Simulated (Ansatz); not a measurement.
## Structure relaxation, Ni

The start is a generated cell, Ni placed in the simple-cubic structure type. The cell and all atomic positions are relaxed at zero pressure with PBE (plane waves to 420 eV, PAW, scalar-relativistic; Ansatz, a quantum-chemistry and plane-wave program). The first steps use a coarse 14×14×14 k-mesh.

Starting cell:
```
Ni
1.0
    2.30283     0.00000     0.00000
    0.00000     2.30283     0.00000
    0.00000     0.00000     2.30283
Ni
1
Direct
  0.00000   0.00000   0.00000
```
Spin-polarised start, with parallel moments on Ni.

Question: How large is the pressure on the unrelaxed cell, and of which sign?

Answer: +5.1 GPa (positive: the cell is compressed).

Question: By how much does the energy per atom fall from start to end?

Answer: 0.01 eV/atom.

Question: How does the volume per atom move from start to end?

Answer: +3.6 %, from 12.21 to 12.65 Å³/atom.

Question: Give the final cell and atomic positions.

Answer: 
Space group Pm-3m (No. 221); a = b = c = 2.330 Å, α = β = γ = 90.00°

```tsv
atom	site	symmetry	x	y	z
Ni	1a	m-3m	0.0000	0.0000	0.0000
```

The space group stays Pm-3m (No. 221) (the run could not lower it); the end is simple cubic type, with 1 atom in the primitive magnetic cell. Final values are on a 20×20×20 k-mesh of the relaxed cell. Spin state reached: ferromagnetic (net 0.57 μB/atom), from parallel starting moments; other spin orders were not run from this start.

The run could not lower the symmetry of its start; a shaken copy of this end point relaxes with PBE to Fm-3m (No. 225), 0.71 eV/atom lower.

The relaxed structure here is a generated cell of Ni: the first start was made by placing the elements on the sites of a structure type, and the end was not matched to a known phase here, so it may be hypothetical. Known forms of Ni include space group No. 225.
